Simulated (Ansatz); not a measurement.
YHg₂ (space group P6/mmm)

```
CELL_PARAMETERS angstrom
      4.83104     0.00000     0.00000
     -2.41552     4.18380     0.00000
      0.00000     0.00000     3.41948
ATOMIC_POSITIONS crystal
  Y  0.00000 0.00000 0.00000
  Hg 0.33333 0.66667 0.50000
  Hg 0.66667 0.33333 0.50000
```

Two coordinates are scanned: the volume, and the ratio of the stretch along z (the conventional c axis) to the stretch across it. Atoms keep their fractional coordinates.

Method: PBEsol (plane waves to 420 eV, PAW, scalar-relativistic; Ansatz, a first-principles code). k mesh 11×11×14 (Γ-centred), Fermi-Dirac smearing 0.05 eV. E stands for the smeared free energy. With partly filled bands, the response to shear is sensitive to the k mesh, so small differences along c/a are uncertain. Spin-orbit coupling is left out, though Hg is heavy. YHg2 is run without spin polarisation. YHg2 was relaxed with its symmetry unable to fall. The zero of ΔE is the relaxed starting cell.

Problem. Estimate the ΔE (eV/atom) for all points of the grid V/V₀ = 0.960, 0.973, 0.987, 1.000, 1.013, 1.027, 1.040 by (c/a)/(c/a)₀ = 0.960, 0.973, 0.987, 1.000, 1.013, 1.027, 1.040.

Solution. ΔE (eV/atom), with V/V₀ across and (c/a)/(c/a)₀ down:

```tsv
(c/a)/(c/a)₀ \ V/V₀	0.960	0.973	0.987	1.000	1.013	1.027	1.040
0.960	0.011	0.007	0.005	0.005	0.008	0.012	0.017
0.973	0.009	0.005	0.002	0.002	0.004	0.008	0.013
0.987	0.009	0.004	0.001	0.001	0.002	0.005	0.010
1.000	0.010	0.004	0.001	0.000	0.001	0.004	0.009
1.013	0.013	0.006	0.002	0.001	0.001	0.004	0.008
1.027	0.017	0.009	0.005	0.003	0.003	0.004	0.008
1.040	0.022	0.014	0.009	0.006	0.005	0.007	0.010
```

(A scan under strain: stresses follow from slopes of the energy per volume, elastic moduli from its curvatures.)
